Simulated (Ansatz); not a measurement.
Si (space group Ia-3)

```yaml
crystal:
  lattice:
    - [-6.56775, 6.56775, 6.56775]
    - [3.28388, -3.28388, 3.28388]
    - [3.28388, 3.28388, -3.28388]
  atoms:
    - { symbol: Si, position: [0.10221, 0.20442, 0.20442] }
    - { symbol: Si, position: [0.60221, 0.20442, 0.20442] }
    - { symbol: Si, position: [0.25000, 0.00000, 0.29558] }
    - { symbol: Si, position: [0.75000, 0.00000, 0.29558] }
    - { symbol: Si, position: [0.14779, 0.50000, 0.00000] }
    - { symbol: Si, position: [0.64779, 0.50000, 0.00000] }
    - { symbol: Si, position: [0.00000, 0.29558, 0.50000] }
    - { symbol: Si, position: [0.50000, 0.29558, 0.50000] }
    - { symbol: Si, position: [0.39779, 0.79558, 0.79558] }
    - { symbol: Si, position: [0.89779, 0.79558, 0.79558] }
    - { symbol: Si, position: [0.25000, 0.00000, 0.70442] }
    - { symbol: Si, position: [0.75000, 0.00000, 0.70442] }
    - { symbol: Si, position: [0.35221, 0.50000, 0.00000] }
    - { symbol: Si, position: [0.85221, 0.50000, 0.00000] }
    - { symbol: Si, position: [0.00000, 0.70442, 0.50000] }
    - { symbol: Si, position: [0.50000, 0.70442, 0.50000] }
```

The atoms are displaced by Q × the pattern below (from a DFPT mode at N = (0.5, 0.0, 0.0), largest move 1; Q in Å), at fixed cell. It is one choice among 2 degenerate patterns. (q is in reciprocal vectors of the primitive cell; the cell shown is doubled to hold the pattern.)

```
atom       x       y       z
----  ------  ------  ------
Si1   -0.019   0.035  -0.120
Si2    0.019  -0.035   0.120
Si3    0.181   0.736   0.653
Si4   -0.181  -0.736  -0.653
Si5   -0.114   0.000   0.386
Si6    0.114   0.000  -0.386
Si7    0.087  -0.644  -0.673
Si8   -0.087   0.644   0.673
Si9    0.086   0.050   0.214
Si10  -0.086  -0.050  -0.214
Si11   0.168   0.398   0.253
Si12  -0.168  -0.398  -0.253
Si13  -0.141   0.035   0.425
Si14   0.141  -0.035  -0.425
Si15   0.056   0.178   0.301
Si16  -0.056  -0.178  -0.301
```

All values below come from LDA (plane waves to 420 eV, PAW, scalar-relativistic; Ansatz, a first-principles code). k mesh 5×10×10 (Γ-centred), Fermi-Dirac smearing 0.05 eV. E stands for the smeared free energy. With partly filled bands, energies and forces of such displacements shift with the k mesh and the smearing. Si was relaxed with its symmetry unable to fall. This is one of several known forms of Si; the measured ambient cells at hand have space group No. 227. ΔE is measured from the undisplaced structure. The last digit holds for this mesh only.

```json
[
 {"Q (Å)": "-0.180", "ΔE (meV/cell)": "522.6"},
 {"Q (Å)": "-0.150", "ΔE (meV/cell)": "364.3"},
 {"Q (Å)": "-0.120", "ΔE (meV/cell)": "233.9"},
 {"Q (Å)": "-0.090", "ΔE (meV/cell)": "131.9"},
 {"Q (Å)": "-0.060", "ΔE (meV/cell)": "withheld"},
 {"Q (Å)": "-0.030", "ΔE (meV/cell)": "14.7"},
 {"Q (Å)": "0.000", "ΔE (meV/cell)": "0.0"},
 {"Q (Å)": "0.030", "ΔE (meV/cell)": "14.7"},
 {"Q (Å)": "0.060", "ΔE (meV/cell)": "withheld"},
 {"Q (Å)": "0.090", "ΔE (meV/cell)": "131.9"},
 {"Q (Å)": "0.120", "ΔE (meV/cell)": "233.9"},
 {"Q (Å)": "0.150", "ΔE (meV/cell)": "364.3"},
 {"Q (Å)": "0.180", "ΔE (meV/cell)": "522.6"}
]
```

**Question.** Fit an even polynomial form (powers 2, 4) to the given rows and predict ΔE at Q = -0.060.

**Answer.** Least squares on the 11 given rows: ΔE = (16330)·Q² + (-6298)·Q⁴, in meV/cell with Q in Å; root-mean-square residual 0.06 meV/cell. At -0.060 the fit gives 58.7 meV/cell; the calculation gives 58.7 meV/cell, the same to the digits shown. The quadratic term alone would give 58.8 meV/cell.

(For displaced atoms, the force is minus the slope of the energy, and its curvature is a force constant, which sets phonon frequencies.)
